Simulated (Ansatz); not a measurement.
NbP (CsCl type), relaxed with PBEsol (Ansatz, a first-principles code, plane waves, PAW): a = 3.0786 Å, b = 3.0786 Å, c = 3.0786 Å, α = 90.00°, β = 90.00°, γ = 90.00°.

ΔH_f (eV/atom): -0.77
B₀ by P(V) fit (GPa): 207
K_Hill (GPa): 209
G_Hill (GPa): 130
highest Γ mode, no LO–TO term (cm⁻¹): 212
Θ_D (K): 580

**Question.** The same phase is relaxed and computed with r²SCAN in the same code. What are the cell and these values now?

**Answer.** a = 3.107 Å, b = 3.107 Å, c = 3.107 Å, α = 90.00°, β = 90.00°, γ = 90.00°.

- ΔH_f (eV/atom): -0.68
- B₀ by P(V) fit (GPa): 195
- K_Hill (GPa): 196
- G_Hill (GPa): 129
- highest Γ mode, no LO–TO term (cm⁻¹): 180
- Θ_D (K): 580

Constructed cells (a structure type filled with these elements, in neither database checked): NbP, CsCl type. All cells were relaxed under the symmetry of their starts (and spin orders); stability against distortions was not tested throughout. Rows with no word on spin ran without spin polarisation. Scalar-relativistic: spin–orbit coupling is off unless named, which matters more the heavier the elements.

Potentials: the later of the program's two PAW sets.

Ansatz is a plane-wave DFT program.

Formation energies count from the lowest solids of the elements computed at the same level, not from gases.
